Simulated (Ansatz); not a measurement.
CrB4:
```
CELL_PARAMETERS angstrom
     -1.40349     2.33761     2.71144
      1.40349    -2.33761     2.71144
      1.40349     2.33761    -2.71144
ATOMIC_POSITIONS crystal
  Cr 0.00000 0.00000 0.00000
  B  0.53825 0.34241 0.19585
  B  0.46175 0.65759 0.80415
  B  0.14656 0.34241 0.80415
  B  0.85344 0.65759 0.19585
```

Relaxed with LDA. Special points in fractions of this cell's reciprocal vectors: Γ (0.000, 0.000, 0.000); X (0.500, 0.500, -0.500); F2 (0.317, 0.683, -0.317); Σ0 (-0.317, 0.317, 0.317); Y0 (0.436, -0.436, 0.436); U0 (0.564, 0.436, -0.436); R (0.000, 0.500, 0.000); W (0.250, 0.250, 0.250); S (0.500, 0.000, 0.000); T (0.000, 0.000, 0.500).

**Question.** List the band energies nearest the Fermi level at these points for LDA in the plane-wave PAW code Ansatz.

**Answer.** In eV from the Fermi level; about four levels below and three above (degenerate sets whole), none deeper than 8.9 eV; points with the same levels are listed once.

| k | below | above |
|---|---|---|
| Γ | -4.51 -2.73 -2.47 -0.78 | 3.43 4.15 4.56 |
| X | -2.37 -2.28 -1.89 -0.74 | 0.01 0.08 0.77 |
| F2 | -3.97 -3.38 -2.19 -0.28 | 1.13 1.78 2.46 |
| Y0 | -1.91 -0.47 -0.32 -0.08 | 1.20 2.93 3.05 |
| R | -4.66 -4.29 -3.67 -2.00 | 1.61 3.08 3.15 |
| W | -4.18 -3.39 -2.84 -1.34 | 1.44 1.50 3.25 |
| S | -3.13 -2.78 -2.16 -0.17 | 0.17 2.81 3.83 |
| T | -4.56 -4.52 -1.90 -0.49 | 0.86 1.69 2.98 |

Space group Immm. The first step of the workflow began from a Materials Project structure, measured or hypothetical; the Crystallography Open Database files this formula in space group No. 71, but the cells were not matched. Its standing as an ambient phase is unchecked. Symmetry was held in the LDA relaxation; its stability against distortions is not shown here. The run is not spin-polarised.

Potentials: the later of the program's two PAW sets.
